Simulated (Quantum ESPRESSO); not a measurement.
Rb2NaScF6 is modelled in the cubic space group Fm-3m (No. 225), Pearson symbol cF40. Lattice parameters: a = b = c = 8.749 Å, α = β = γ = 90.00°. F on 24e is surrounded by 1 Sc at 2.041 Å and 1 Na at 2.334 Å and 4 Rb at 3.097 Å (octahedral). Na on 4b has 6 F at 2.334 Å (octahedral). Sc on 4a has 6 F at 2.041 Å (octahedral). Rb on 8c has 12 F at 3.097 Å (cuboctahedral). (Neighbours: up to the widest gap in distance over summed covalent radii, below 1.35, at either atom; cation-cation contacts left out.)
(The calculation used a cell of 10 atoms; values per cell refer to that cell.)

The geometry is that of Materials Project entry mp-1113669, symmetrised and not relaxed again.

Q: What does PBEsol (pw.x of Quantum ESPRESSO, ONCV potentials, scalar-relativistic) give for the electronic structure near the Fermi level?

A: The PBEsol gap is direct, 6.76 eV at Γ. Another valence extremum on the path lies within 0.02 eV, too close to call. 

The structure is a Materials Project entry; no match was found in the copy of COD used, and its stability was not checked.
